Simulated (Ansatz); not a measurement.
Data:

ZnCu₂SnS₄:
```
ZnCu2SnS4
1.0
   -2.70701     2.70701     5.41051
    2.70701    -2.70701     5.41051
    2.70701     2.70701    -5.41051
Cu Zn Sn S
2 1 1 4
Direct
  0.00000   0.00000   0.00000
  0.75000   0.25000   0.50000
  0.25000   0.75000   0.50000
  0.50000   0.50000   0.00000
  0.63518   0.62871   0.52216
  0.10655   0.11302   0.47784
  0.37129   0.89345   0.00647
  0.88698   0.36482   0.99353
```

This is the r²SCAN-relaxed structure.

Problem. All from r²SCAN in the plane-wave PAW code Ansatz, unless another level is named. Predict the HSE06 gap on the r²SCAN cell.

Solution. 1.31 eV.

Problem. Next, the formation energy from the elements (no fitted shifts)?

Solution. -0.57 eV/atom.

Problem. Give the electron effective mass.

Solution. 0.11 mₑ (isotropic).

Problem. And the hole effective mass?

Solution. 0.12, 0.81, 0.81 mₑ (principal values).

Problem. Give the gap with spin–orbit coupling.

Solution. 0.47 eV.

Problem. And the valence-band maximum?

Solution. at Γ.

Space group I-4. The r²SCAN relaxation kept the symmetry of its start. No spin polarisation was allowed. The references are the lowest solids computed at this level, not always the standard phases. Spin–orbit coupling is left out wherever it is not named.

Potentials: the later of the program's two PAW sets.
